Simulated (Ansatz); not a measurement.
**Phonons of CoO**

Method: PBEsol, scalar-relativistic; collinear spin; PAW, 420 eV, Gaussian smearing of 0.15 eV; code Ansatz; PAW files: Ansatz's generated set soft_2.

```
Co O
1.0
     0.00000    2.08330    2.08330
     2.08330    0.00000    2.08330
     2.08330    2.08330    0.00000
Co O
1 1
Cartesian
  0.0000 0.0000 0.0000
  2.0833 2.0833 2.0833
```

The chain of runs began from a cell as deposited in COD, expanded in volume.

Moments typed, the run going on from the state of an earlier one (μB, in the order of the atoms): 2.58, 0.0.

The spin moment ends at 2.73 μB for each cell as shown.

Force constants come from finite displacements in a 2×2×2 supercell (the unit cell's 14×14×14 k-mesh, folded to it); the long-range dipole term is not included. Points in reciprocal vectors of this cell: Γ = (0.000, 0.000, 0.000), X = (0.500, 0.000, 0.500), U = (0.625, 0.250, 0.625), K = (0.375, 0.375, 0.750), L = (0.500, 0.500, 0.500), W = (0.500, 0.250, 0.750).

Frequencies at the named points (cm⁻¹, imaginary ones negative):
| point | ω (cm⁻¹) |
| --- | --- |
| Γ | 0 0 0 179 179 179 |
| X | -121 -86 -86 304 304 387 |
| U | -67 -32 119 281 341 373 |
| K | -67 -32 119 281 341 373 |
| L | 155 155 225 225 242 415 |
| W | -55 -55 132 286 356 356 |

Task: Is the structure dynamically stable along this path, and where does the spectrum end?

Result: No: a branch is imaginary, down to 121i cm⁻¹ at X. The highest frequency is 415 cm⁻¹, at L. Points that don't fit the supercell are interpolated.

The compound is known in this structure, so the unstable mode may be the calculation's: soft modes are sensitive to the volume, the k-mesh, the supercell and spin–orbit coupling, and real crystals can be held by temperature.

The crystal is a metal or nearly so; low and unstable modes depend on mesh and smearing.

It ran for 2.1 min on 4 threads of Arm Neoverse V2, with other jobs on the host, peak memory 1.5 GiB.

Site moments are of spin, integrated over atomic spheres. Compounds of this kind are often insulators, Mott or charge-transfer ones with an open 3d shell, so the metal found may come from the functional, which lacks a U or exact exchange, or from the structure. Only parallel moments were tried, so the real magnetic order may be another.
